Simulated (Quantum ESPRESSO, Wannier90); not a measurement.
## Tight-binding from DFT: GaS (P6₃/mmc)

```
begin unit_cell_cart
ang
    3.5932500943    0.0000000000    0.0000000000
   -1.7966250472    3.1118458638    0.0000000000
    0.0000000000    0.0000000000   16.0146600000
end unit_cell_cart
begin atoms_frac
Ga   0.3333333333 -0.3333333333  0.3264500000
Ga  -0.3333333333  0.3333333333 -0.3264500000
Ga  -0.3333333333  0.3333333333 -0.1735500000
Ga   0.3333333333 -0.3333333333  0.1735500000
S    0.3333333333 -0.3333333333 -0.1068500000
S   -0.3333333333  0.3333333333  0.1068500000
S   -0.3333333333  0.3333333333  0.3931500000
S    0.3333333333 -0.3333333333 -0.3931500000
end atoms_frac
```

Materials Project entry mp-2507; symmetrised, unrelaxed at this level. COD (Crystallography Open Database) has an entry of this formula and space group (matched by these alone). Level: LDA, no spin polarisation, no spin-orbit coupling; pw.x of Quantum ESPRESSO at 64 Ry with PseudoDojo potentials, 4×4×4 k-points, Wannier90. Density: 12×12×2 mesh, cold smearing 0.01 Ry. The cell is built of weakly bound layers, chains or molecules, whose nearest atoms lie 4.00 Å apart. Database cells relaxed without dispersion often hold them too far apart, which can enlarge gaps and weakens couplings between them; spacing and stacking were not compared with the measured crystal.

Bands 21-24 form an isolated set from -14.02 to -11.85 eV relative to the valence-band maximum (on the path) and are turned into 4 Wannier functions by minimising the spread from the start: atomic waves S 3s.

Q: Where do the functions sit, how wide are they and what are they made of?

A: 
```json
[
 {"functions": "4", "spread (Å²)": "1.87", "nearest atom, distance (Å)": "S 0.30", "second atom, distance (Å)": "Ga 2.21", "weight on atomic waves": "S 3s 61 %, Ga 4p 17 %, Ga 3d 11 %"}
]
```

Ω_I = 7.47 Å², Ω_total = 7.47 Å²; the interpolated bands follow pw.x to 19 meV rms on the path. Only this start was tried; a symmetric start can stop on a saddle, and mixtures of these functions could lower the total by at most Ω_total − Ω_I.
